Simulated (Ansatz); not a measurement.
Input:

KF:
```
CELL_PARAMETERS angstrom
      3.08321     0.00000     0.00000
      0.00000     3.08321     0.00000
      0.00000     0.00000     3.08321
ATOMIC_POSITIONS crystal
  K  0.00000 0.00000 0.00000
  F  0.50000 0.50000 0.50000
```

This is the LDA-relaxed structure.

### Question
All from the program Ansatz at the LDA level (PAW), unless another level is named. Give the Poisson's ratio.

### Answer
0.29.

### Question
Give the elastic constants (relaxed ions, GPa).

### Answer
C11 = 119, C12 = 19.5, C44 = 16.4.

### Question
Next, the highest zone-centre frequency (without LO–TO term)?

### Answer
181 cm⁻¹.

Space group Pm-3m (CsCl type). The first step of the workflow began from a Materials Project structure, measured or hypothetical; the Crystallography Open Database copy checked does not list it. It is not the phase usual at ambient conditions (space group No. 225). Symmetry was held in the LDA relaxation; phonons on a q-mesh show no instability.

Potentials: the later of the program's two PAW sets.
